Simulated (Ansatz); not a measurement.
Given:

CoSi2:
```xyz
6
Lattice="0.0000 3.7681 4.5573 2.0918 0.0000 4.5573 2.0918 3.7681 0.0000" Properties=species:S:1:pos:R:3 pbc="T T T"
Si     2.0918     5.0265     4.5573
Si     2.0918     2.5097     4.5573
Si     3.1377     4.3938     6.8359
Si     3.1377     6.9106     6.8359
Co     0.0000     0.0000     0.0000
Co     1.0459     1.8841     2.2786
```

This is the PBE-relaxed structure.

Problem. All from DFT-PBE in the program Ansatz with PAW potentials, unless another level is named. Estimate the electronic character.

Solution. metallic (no gap).

Problem. And the formation energy from the elements (no fitted shifts)?

Solution. -0.092 eV/atom.

Problem. And the density of states at the Fermi level?

Solution. 0.53 states/eV per atom (mean over ±0.08 eV).

Space group Fddd. The cell is a constructed one: a structure type filled with these elements; neither database checked (COD, Materials Project) lists it. It is not the phase usual at ambient conditions (space group No. 225). The cell was relaxed with PBE under the symmetry of its start; whether a distortion lowers the energy is not shown. The workflow began spin-polarised and lost its moments. The references are the lowest solids computed at this level, not always the standard phases.

Potentials: the later of the program's two PAW sets.
